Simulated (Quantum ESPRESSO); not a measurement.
Band energies of CdO

```xyz
2
Lattice="0.0000 2.3454 2.3454 2.3454 0.0000 2.3454 2.3454 2.3454 0.0000" Properties=species:S:1:pos:R:3 pbc="T T T"
O      2.3454     2.3454     2.3454
Cd     0.0000     0.0000     0.0000
```

PBEsol (pw.x of Quantum ESPRESSO, ONCV potentials, without SOC); path ΓXWKΓLUWLK,UX; energies in eV from the Fermi level.

```csv
k (1/Å),point,band 9,band 10,band 11,band 12,band 13,band 14,band 15,band 16
0.00,Γ,-6.43,-6.43,-1.48,-1.48,-1.48,-0.56,14.36,16.86
0.45,,-6.63,-6.36,-2.65,-1.58,-1.58,2.10,12.71,13.26
0.89,,-6.29,-6.22,-3.36,-2.05,-2.05,4.14,8.89,11.43
1.34,X,-6.02,-5.70,-4.51,-2.46,-2.46,3.75,8.36,11.03
1.45,,-6.02,-5.72,-4.43,-2.47,-2.41,3.86,8.36,10.78
1.90,,-6.02,-5.81,-3.38,-2.91,-2.00,5.69,8.57,9.00
2.01,W,-6.02,-5.81,-3.13,-3.13,-1.98,5.89,8.74,8.74
2.48,K,-6.11,-6.01,-3.53,-3.00,-1.37,5.31,8.44,8.45
2.89,,-6.32,-6.08,-3.40,-2.38,-0.26,5.50,7.87,9.04
3.40,,-6.61,-6.33,-3.17,-1.61,-0.65,2.26,11.43,12.24
3.80,,-6.46,-6.44,-1.74,-1.48,-1.43,-0.25,14.16,16.38
3.90,Γ,-6.43,-6.43,-1.48,-1.48,-1.48,-0.56,14.36,16.86
4.33,,-6.51,-6.51,-3.14,-1.04,-1.04,1.60,11.50,14.77
4.75,,-6.26,-6.26,-3.88,-0.30,-0.30,3.67,8.10,12.36
5.06,L,-6.17,-6.17,-3.90,-0.07,-0.07,4.23,7.21,11.71
5.27,,-6.18,-6.17,-3.88,-0.49,-0.19,4.70,7.08,11.06
5.68,,-6.15,-6.12,-3.62,-2.45,-0.93,5.94,7.23,8.99
5.88,U,-6.11,-6.01,-3.53,-3.00,-1.37,5.31,8.44,8.45
6.24,,-6.03,-5.84,-3.29,-3.00,-1.89,5.81,8.61,8.75
6.36,W,-6.02,-5.81,-3.13,-3.13,-1.98,5.89,8.74,8.74
6.64,,-6.11,-6.03,-3.53,-2.51,-1.30,6.18,7.42,9.07
7.12,,-6.18,-6.17,-3.89,-0.44,-0.17,4.64,7.10,11.15
7.30,L,-6.17,-6.17,-3.90,-0.07,-0.07,4.23,7.21,11.71
7.47,,-6.18,-6.17,-3.89,-0.35,-0.15,4.54,7.13,11.27
7.88,,-6.16,-6.15,-3.66,-2.25,-0.84,6.04,7.00,9.15
8.12,K,-6.11,-6.01,-3.53,-3.00,-1.37,5.31,8.44,8.45
8.12,U,-6.11,-6.01,-3.53,-3.00,-1.37,5.31,8.44,8.45
8.60,X,-6.02,-5.70,-4.51,-2.46,-2.46,3.75,8.36,11.03
```

At this level the gap is closed or nearly so: along the path the highest valence and lowest conduction bands touch, or overlap by less than 0.6 eV, a zero-gap or semimetallic result; the valence top lies at L, the conduction bottom at Γ, 0.49 eV lower. Semilocal functionals close the gaps of some narrow-gap semiconductors, so this alone doesn't show that the compound has none.

Spin-orbit splittings are left out.

Geometry relaxed with PBEsol.
